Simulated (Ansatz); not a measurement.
HfN (rock salt)

```
CELL_PARAMETERS angstrom
      0.00000     2.26274     2.26274
      2.26274     0.00000     2.26274
      2.26274     2.26274     0.00000
ATOMIC_POSITIONS crystal
  N  0.00000 0.00000 0.00000
  Hf 0.50000 0.50000 0.50000
```

Grid over V/V₀ and (c/a)/(c/a)₀, subscript 0 meaning the relaxed cell; the conventional c axis lies along z; no internal relaxation.

These are r2SCAN (plane waves to 500 eV, PAW, scalar-relativistic; Ansatz, an electronic-structure program) values and carry that method's errors. k mesh 18×18×18 (Γ-centred), Fermi-Dirac smearing 0.05 eV. Stress and pressure are positive under compression. With partly filled bands, the response to shear is sensitive to the k mesh, so small differences along c/a are uncertain. HfN is run without spin polarisation. HfN was relaxed with its symmetry unable to fall. Spin-orbit coupling is left out, though Hf is heavy.

At one point of the scan the stress tensor (GPa) is:

```
   24.8      0.0      0.0
    0.0     24.8      0.0
    0.0      0.0    -13.8
```

Q: Which point is it?
A) V/V₀ = 0.960, (c/a)/(c/a)₀ = 1.040
B) V/V₀ = 1.000, (c/a)/(c/a)₀ = 1.120
C) V/V₀ = 1.013, (c/a)/(c/a)₀ = 1.080
D) V/V₀ = 0.973, (c/a)/(c/a)₀ = 1.080

A: D, V/V₀ = 0.973, (c/a)/(c/a)₀ = 1.080

(Under strain, the slope of the energy per volume gives the stress and its curvature an elastic modulus.)
